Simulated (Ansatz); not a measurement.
**What DFT gives for CdSiAu**

```yaml
crystal:
  lattice:
    - [6.67454, 0.52432, -0.04594]
    - [-0.98131, 6.39780, -0.44832]
    - [-0.37195, -2.17269, 6.86953]
  atoms:
    - { symbol: Si, position: [0.61721, 0.56749, 0.30840] }
    - { symbol: Si, position: [0.78973, 0.36163, 0.94525] }
    - { symbol: Si, position: [0.97593, 0.00636, 0.23765] }
    - { symbol: Si, position: [0.62700, 0.09774, 0.11007] }
    - { symbol: Au, position: [0.47102, 0.61461, 0.92717] }
    - { symbol: Au, position: [0.87349, 0.75177, 0.83708] }
    - { symbol: Au, position: [0.20288, 0.29019, 0.59211] }
    - { symbol: Au, position: [0.38240, 0.91158, 0.32128] }
    - { symbol: Cd, position: [0.74939, 0.29058, 0.52819] }
    - { symbol: Cd, position: [0.23183, 0.34405, 0.18920] }
    - { symbol: Cd, position: [0.01660, 0.71323, 0.44392] }
    - { symbol: Cd, position: [0.29588, 0.97499, 0.80983] }
```

Level: m-r2SCAN, no spin polarisation; 500 eV; 3×3×3 (shifted by 0.5, 0, 0 steps) mesh; fermi-dirac occupations (width 0.0912 eV); Ansatz 0.2.0, fixed geometry.

Q: How is the charge shared?

A: Bader charges in e: Cd +0.29 to +0.48, Si -0.04 to +0.07, Au -0.43 to -0.35. In the mean Cd gives up most and Au takes most.

Q: Is it stable against the elements?

A: 0.46 eV an atom against the elements' usual phases (free molecules for gases, crystals otherwise, with no correction for O₂ or N₂), so at this geometry it isn't bound against them. Relaxing would lower it.

Q: Where is the largest force?

A: The largest is on Si1: 1.23 eV/Å, components (-0.17, 0.19, -1.20). It makes 112° with the line to a nearest neighbour, Cd11 at 2.75 Å.

Q: Is the cell too large or too small?

A: The pressure is -8.6 GPa (compression positive), so with the atoms held at these fractions the cell would first shrink; the forces are large, so a full relaxation may end otherwise. The principal stresses -9.8, -8.6, -7.5 GPa differ, so its shape would change too.

Q: What happens at the Fermi level?

A: It is a metal, with about 6.7 states/eV a cell as the mean within 0.25 eV of the Fermi level, mostly Si p (44 %), Cd s (14 %) and Au s (13 %).

Origin: a disordered cell, so it need not be a known compound. Caveats: the k mesh is coarse if the cell is a metal; m-r2SCAN is r2SCAN with a changed spin dependence that lowers moments.
